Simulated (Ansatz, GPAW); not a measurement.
GaGe3 and the functional, program beside program

```xyz
4
Lattice="0.0000 3.3872 3.3872 3.3872 0.0000 3.3872 3.3872 3.3872 0.0000" Properties=species:S:1:pos:R:3 pbc="T T T"
Ge    3.3872    3.3872    3.3872
Ge    5.0808    5.0808    5.0808
Ge    1.6936    1.6936    1.6936
Ga    0.0000    0.0000    0.0000
```

The cell comes from a database or a generator and needn't be the stable form of this composition.

Kept alike: task band structure; k mesh 7 × 7 × 7; occupations fermi-dirac, width 0.05 eV; no spin polarisation. The mesh is that of the run's cell of 4 atoms. No spin-orbit coupling.

- A: Ansatz, Ansatz PAW, made for PBE, cutoff 420 to 500 eV
- B: GPAW; the program's PAW data sets (release 1.2.1) made for this functional (LDA); PAW data sets generated for this functional (PBEsol); GPAW PAW data sets (gpaw-data 1.2.1) (r2SCAN), cutoff 600 eV

| functional | A: pressure (GPa) | B: pressure (GPa) |
| --- | --- | --- |
| LDA | -5.50 | -5.69 |
| PBEsol | -3.93 | -4.15 |
| r2SCAN | -2.52 | -3.05 |

Pressure is positive in compression; plane-wave values hold the error of the finite cutoff, which Ansatz corrects. Values on potentials made for another functional: all of A; some of B. For a metal such a mesh leaves the last digits unconverged.

**Question.** How large is the effect of the functional, and do the programs agree on it?

**Answer.** From LDA to r2SCAN the pressure moves by +2.98 in A, +2.64 in B (GPa). Row by row the programs differ by 0.19 to 0.53, and over this span the shifts, as printed, agree within about 11 %. Shifts from LDA: PBEsol +1.57, +1.54; r2SCAN +2.98, +2.64; the programs' shifts differ by up to 0.34.
